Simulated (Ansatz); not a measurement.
Given:

CuI:
```
CuI
1.0
    4.25884     0.00000     0.00000
    0.00000     8.51776     0.00000
   -4.25880     0.00000     6.02255
Cu I
4 4
Cartesian
  1.97339   5.32392   1.61512
 -0.15600   3.19384   4.62640
  1.97499   1.06459   1.61571
 -0.15441   7.45317   4.62698
  4.10302   5.32346   0.10960
  1.97362   3.19430   3.12087
  4.10418   1.06476   0.10994
  1.97479   7.45300   3.12121
```

This is the r²SCAN-relaxed structure. Cartesian axes are those of the cell as given.

**Question.** All from DFT-r²SCAN in the program Ansatz with PAW potentials, unless another level is named. Predict the Hill bulk and shear moduli.

**Answer.** 43.8 and 15.8 GPa.

**Question.** Predict the piezoelectric stress constants (proper, relaxed ions, C/m²).

**Answer.** e15 = e31 = -0.07, e24 = e32 = 0.07.

Space group F-43m (zinc blende). Symmetry was held in the r²SCAN relaxation. The run is not spin-polarised. Spin–orbit coupling is left out wherever it is not named.

Potentials: the later of the program's two PAW sets.
